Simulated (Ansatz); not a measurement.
## Y, first-principles data

Y:
```cif
data_Y8
_chemical_formula_sum 'Y8'
_space_group_name_H-M_alt 'Fd-3m :1'
_space_group_IT_number 227
_space_group_name_Hall 'F 4d 2 3 -1d'
_cell_length_a 6.83059
_cell_length_b 6.83059
_cell_length_c 6.83059
_cell_angle_alpha 90.000
_cell_angle_beta 90.000
_cell_angle_gamma 90.000
loop_
_atom_site_label
_atom_site_type_symbol
_atom_site_symmetry_multiplicity
_atom_site_Wyckoff_symbol
_atom_site_fract_x
_atom_site_fract_y
_atom_site_fract_z
_atom_site_occupancy
Y1 Y 8 b 0.50000 0.50000 0.50000 1
```
(The calculation used a cell of 2 atoms; values per cell refer to that cell.)

Space group Fd-3m (No. 227), diamond; conventional cell a = 6.831 Å, b = 6.831 Å, c = 6.831 Å, α = 90.00°, β = 90.00°, γ = 90.00°.

Method: PBEsol in the plane-wave PAW code Ansatz. The cell and atoms are relaxed at this level. Other levels are named where they apply.

### Cell and energy

```
Item                 Result
---------------  ----------
Volume per atom    39.84 Å³
Density          3.71 g/cm³
```

### Electronic structure

```
Quantity                                                                    Value
------------------------------------  -------------------------------------------
Electronic character                                            metallic (no gap)
Density of states at the Fermi level  2.0 states/eV per atom (mean over ±0.08 eV)
Gap with spin–orbit coupling                                      none (metallic)
```

### Mechanics

```
Item                                                                    Value
-------------------------------------  --------------------------------------
Elastic constants (relaxed ions, GPa)     C11 = -19.1, C12 = 29.6, C44 = -131
Mechanical stability                   unstable (C has a negative eigenvalue)
```

### Phonons

```
Item                                           Result
-----------------------------  ----------------------
Highest zone-centre frequency                 85 cm⁻¹
Zone-centre stability          no imaginary mode at Γ
```

The start of the workflow was typed in or built on a structure type; neither database checked (COD, Materials Project) lists it. It is not the phase usual at ambient conditions (space group No. 194). The cell was relaxed with PBEsol under the symmetry of its start. No spin polarisation was allowed. The volume moved by -24 % from the start of the relaxation. As this level gives no gap, shear constants depend on the k-mesh and smearing (Fermi–Dirac, 0.1 eV here). As this level gives no gap, phonon frequencies hold no LO–TO term and depend on the k-mesh and smearing (Fermi–Dirac, 0.1 eV here). Scalar-relativistic: spin–orbit coupling is off unless named, which matters more the heavier the elements.

Potentials: the later of the program's two PAW sets.
